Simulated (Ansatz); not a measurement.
Here is the system:

TePt:
```
TePt
1.0
    1.98458     1.14580     6.74347
   -1.98458     1.14580     6.74347
    0.00000    -2.29160     6.74347
Pt Te
2 2
Direct
  0.36989   0.36989   0.36989
  0.63011   0.63011   0.63011
  0.09750   0.09750   0.09750
  0.90250   0.90250   0.90250
```

This is the r²SCAN+D4-relaxed structure.

Q: All from DFT-r²SCAN+D4 in the program Ansatz with PAW potentials, unless another level is named. Predict the electronic character.

A: metallic (no gap).

Q: Give the formation energy from the elements (no fitted shifts).

A: -0.38 eV/atom.

Q: And the density of states at the Fermi level?

A: 0.45 states/eV per atom (mean over ±0.08 eV).

Space group R-3m. The workflow started from an entry of the Crystallography Open Database (COD), which files this formula under 2 space groups. Whether it is the stable phase at ambient conditions was not checked. The r²SCAN+D4 relaxation kept the symmetry of its start; its stability against distortions is not shown here. No spin polarisation was allowed. The references are the lowest solids computed at this level, not always the standard phases. Scalar-relativistic: spin–orbit coupling is off unless named, which matters more the heavier the elements.

Potentials: the later of the program's two PAW sets.
